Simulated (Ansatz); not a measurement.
Ta$_{2}$O$_{5}$ in space group Pmmn (No. 59; Ta on 4e, O on 4e, O on 4e, O on 2a) under volume change, plane-wave PAW r²SCAN (Ansatz code), shape and atoms relaxed at each volume.

```csv
V (Å³/atom),E − E(relaxed) (meV/atom),P (GPa)
12.569,[?],[?]
12.983,[?],[?]
13.398,9.0,7.19
13.812,0.0,0.00
14.226,7.6,-5.65
14.641,27.9,-9.81
15.055,57.1,-12.46
```

Task: Fill in the missing entries.

Result: 
- 12.983, E − E(relaxed) (meV/atom): 38.5
- 12.983, P (GPa): 15.94
- 12.569, E − E(relaxed) (meV/atom): 92.6
- 12.569, P (GPa): 26.03

Task: What does a third-order Birch–Murnaghan fit give for V₀, B₀ and B′?

Result: V₀ = 13.82 Å³/atom, B₀ = 202 GPa, B′ = 6.8.

The first step of the workflow began from a Materials Project structure, measured or hypothetical; the Crystallography Open Database copy checked does not list it. COD files the formula under space group No. 49, so this cell is another polymorph or a model. Whether it is the stable phase at ambient conditions was not checked. Symmetry was held in the r²SCAN relaxation; its stability against distortions is not shown here. The run is not spin-polarised. Spin–orbit coupling is left out wherever it is not named.

Potentials: the later of the program's two PAW sets.
